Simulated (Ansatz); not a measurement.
Cu$_{2}$O:
```
CELL_PARAMETERS angstrom
      0.00000     4.17397     4.17397
      4.17397     0.00000     4.17397
      4.17397     4.17397     0.00000
ATOMIC_POSITIONS crystal
  O  0.00000 0.00000 0.00000
  O  0.25000 0.25000 0.25000
  Cu 0.12500 0.12500 0.12500
  Cu 0.62500 0.12500 0.12500
  Cu 0.12500 0.62500 0.12500
  Cu 0.12500 0.12500 0.62500
```

Relaxed with PBEsol (plane waves, PAW; program Ansatz). Indices refer to the conventional cell of Fd-3m, a = b = c = 8.3479 Å, α = β = γ = 90.00°.

Problem. Simulate the powder diffraction pattern (Cu Kα, λ = 1.54184 Å; lines above 1 %) up to 2θ = 90°.

Solution. Simulated powder pattern, Cu Kα, λ = 1.54184 Å (kinematic, ideal powder, no thermal factors, no anomalous dispersion; the 30 strongest lines at most, above 1 %, up to 2θ = 90°):

```
2θ (°)  d (Å)  I/Imax (%)          hkl
------  -----  ----------  -----------
18.41   4.820         100        (111)
30.28   2.951         1.9        (220)
35.67   2.517          28        (311)
37.31   2.410          47        (222)
43.36   2.087          18        (400)
47.47   1.915          23        (331)
57.35   1.607         9.2  (511)+(333)
62.99   1.476          17        (440)
66.23   1.411          15        (531)
74.54   1.273         3.0        (533)
75.55   1.258          15        (622)
79.56   1.205         3.6        (444)
82.52   1.169         7.5  (711)+(551)
```

The start of the workflow was typed in or built on a structure type; neither database checked (COD, Materials Project) lists it. It is not the phase usual at ambient conditions (space group No. 224). Symmetry was held in the PBEsol relaxation; its stability against distortions is not shown here. The workflow began spin-polarised and lost its moments. No Hubbard U is applied.

Potentials: the later of the program's two PAW sets.
